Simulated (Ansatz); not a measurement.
# MgSn₂N₂, before and after

A trial structure of MgSn₂N₂ was built thus: random cell by space group and Wyckoff sites (P4/mmm, No. 123). Lengths were set from tabulated atomic sizes, so they are only a guess.

start.xyz

```xyz
5
Lattice="3.6910 0.0000 0.0000 0.0000 3.6910 0.0000 0.0000 0.0000 8.4603" Properties=species:S:1:pos:R:3 pbc="T T T"
Mg    0.0000    0.0000    0.0000
Sn    1.8455    1.8455    4.2302
Sn    1.8455    1.8455    0.0000
N     0.0000    0.0000    6.4072
N     0.0000    0.0000    2.0531
```

All numbers below come from DFT PBE, scalar-relativistic, plane waves, PAW (Ansatz). Cutoff 420 eV, Gaussian smearing, Γ-centred meshes. Cell and atoms relax first on a coarse mesh and then on a finer one. In between, the cell is made exact in the group found at 0.06 Å. In metals the finer mesh still leaves noise of several meV/atom or more. The steps can't lower the symmetry of their start. No spin polarisation.

end.xyz

```xyz
5
Lattice="4.5918 0.0000 0.0000 0.0000 4.5918 0.0000 0.0000 0.0000 5.6849" Properties=species:S:1:pos:R:3 pbc="T T T"
Mg    0.0000    0.0000    0.0000
Sn    2.2959    2.2959    2.8424
Sn    2.2959    2.2959    0.0000
N     0.0000    0.0000    3.4098
N     0.0000    0.0000    2.2751
```

The symmetry stays P4/mmm (No. 123). The volume per atom grows by 4.0 %, from 23.1 to 24.0 Å³. The shortest distance goes from 2.05 Å (Mg–N) to 1.13 Å (N–N). The ratio c/a of the conventional cell changes by a factor of 0.54. The energy falls by about 1.4 eV/atom (the start's value is from the coarse mesh). The end is written in a standard setting, so origin, axes and order of atoms can differ from the start's.

```yaml
Volume_per_atom: 23.97 Å³
Density: 4.01 g/cm³
Energy_over_the_elements: +0.46 eV/atom
Gap_on_the_8×8×8_mesh_of_the_5-atom_cell: 0 eV (a metal)
```

The zero of energy is the elements' standard structures at the same level (N₂ as a molecule); no fitted shifts are applied. The references include grey tin. The separate elements lie lower, so it is unstable against them.

The last run used Gaussian smearing of 0.10 eV. Symmetry constrained the relaxation, so the result can be a saddle point. In all, the 4 runs took 4.6 min on 1 thread of Intel(R) Xeon(R) Processor @ 2.70GHz, with other jobs on the host. Another cell of MgSn2N2 relaxed alike, in P-4m2 (a Materials Project cell), lies 0.48 eV/atom lower, so this cell isn't the stable form at this level.
